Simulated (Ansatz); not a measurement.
YTiGe:
```xyz
6
Lattice="4.0536 0.0000 0.0000 0.0000 4.0536 0.0000 0.0000 0.0000 7.6671" Properties=species:S:1:pos:R:3 pbc="T T T"
Y      2.0268     0.0000     5.0473
Y      0.0000     2.0268     2.6198
Ge     2.0268     0.0000     1.8658
Ge     0.0000     2.0268     5.8013
Ti     0.0000     0.0000     0.0000
Ti     2.0268     2.0268     0.0000
```

Relaxed with r²SCAN. Special points in fractions of this cell's reciprocal vectors: Γ (0.000, 0.000, 0.000); X (0.000, 0.500, 0.000); M (0.500, 0.500, 0.000); Z (0.000, 0.000, 0.500); R (0.000, 0.500, 0.500); A (0.500, 0.500, 0.500).

Problem. List the band energies nearest the Fermi level at these points for plane-wave PAW r²SCAN (Ansatz code).

Solution. In eV from the Fermi level; about four levels below and three above (degenerate sets whole), none deeper than 8.9 eV; points with the same levels are listed once.

| k | below | above |
|---|---|---|
| Γ | -0.75 -0.27 -0.16 -0.16 | 0.98 1.69 1.69 |
| X | -1.62 -1.62 -0.53 -0.53 | 0.47 0.47 0.52 0.52 |
| M | -0.68 -0.68 -0.44 -0.44 | 0.25 0.25 1.90 1.90 |
| Z | -0.40 -0.38 -0.38 -0.09 | 0.31 2.11 2.11 |
| R | -1.58 -1.58 -0.61 -0.61 | 0.49 0.49 1.22 1.22 |
| A | -0.81 -0.81 -0.11 -0.11 | 0.04 0.04 1.96 1.96 |

Space group P4/nmm. The workflow started from an entry of the Crystallography Open Database (COD), which files this formula under 2 space groups. Whether it is the stable phase at ambient conditions was not checked. Symmetry was held in the r²SCAN relaxation; whether a distortion lowers the energy is not shown. The run is not spin-polarised. Scalar-relativistic: spin–orbit coupling is off unless named, which matters more the heavier the elements.

Potentials: the later of the program's two PAW sets.
